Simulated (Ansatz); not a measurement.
## Is this ZrTi3C4 structure a true minimum?

The cell was found from a structure generator's guess, not taken from experiment.

Method: DFT PBE, scalar-relativistic, plane waves, PAW in Ansatz. Plane waves to 420 eV, a k mesh through Γ of 12×12×12 on the computed 8-atom cell and Gaussian smearing (0.10 eV); no spin polarisation.

The cell below (8 atoms, space group I4/mmm (No. 139)) is relaxed within its symmetry.

```cif
data_structure
_symmetry_space_group_name_H-M 'P 1'
_symmetry_Int_Tables_number 1
_cell_length_a 5.4325
_cell_length_b 5.4325
_cell_length_c 5.4325
_cell_angle_alpha 131.661
_cell_angle_beta 131.661
_cell_angle_gamma 70.765
_cell_volume 87.65
loop_
_atom_site_label
_atom_site_type_symbol
_atom_site_fract_x
_atom_site_fract_y
_atom_site_fract_z
_atom_site_occupancy
Zr1 Zr 0.50000 0.50000 0.00000 1
Ti1 Ti 0.00000 0.00000 0.00000 1
Ti2 Ti 0.75000 0.25000 0.50000 1
Ti3 Ti 0.25000 0.75000 0.50000 1
C1 C 0.24394 0.24394 0.00000 1
C2 C 0.00000 0.50000 0.50000 1
C3 C 0.75606 0.75606 0.00000 1
C4 C 0.50000 0.00000 0.50000 1
```

For the test it was strained at random (σ = 1.5 % a component), the atoms were moved at random (σ = 0.05 Å), and all was relaxed again on a coarse 6×6×6 mesh (in the run’s order of axes) with 0.20 eV smearing, with no symmetry imposed.

Problem. Does it come back?

Solution. It returns, within 1 meV/atom of the unmoved cell on that mesh and with the same symmetry when read at 0.1 Å. No instability shows in this cell; modes of other wave vectors, which need another repeat, aren't tested.
